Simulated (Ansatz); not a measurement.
ZrC (rock salt, Fm-3m), a = b = c = 4.6688 Å, α = β = γ = 90.00°; the cell used has 2 atoms.

Relaxed with PBEsol.

### Question
Decompose the optical modes at the zone centre into irreducible representations, and say which are infrared and Raman allowed.

### Answer
Point group m-3m: Γ_opt = T1u. Infrared: T1u. Raman: none.

### Question
Assign frequencies (DFPT, PBEsol in the plane-wave PAW code Ansatz).

### Answer
T1u 444 cm⁻¹.

Symmetry was held in the PBEsol relaxation; of distortions, only those at the zone centre were tested. No spin polarisation was allowed. As this level gives no gap, phonon frequencies hold no LO–TO term and depend on the k-mesh and smearing (Fermi–Dirac, 0.1 eV here).

Potentials: the later of the program's two PAW sets.
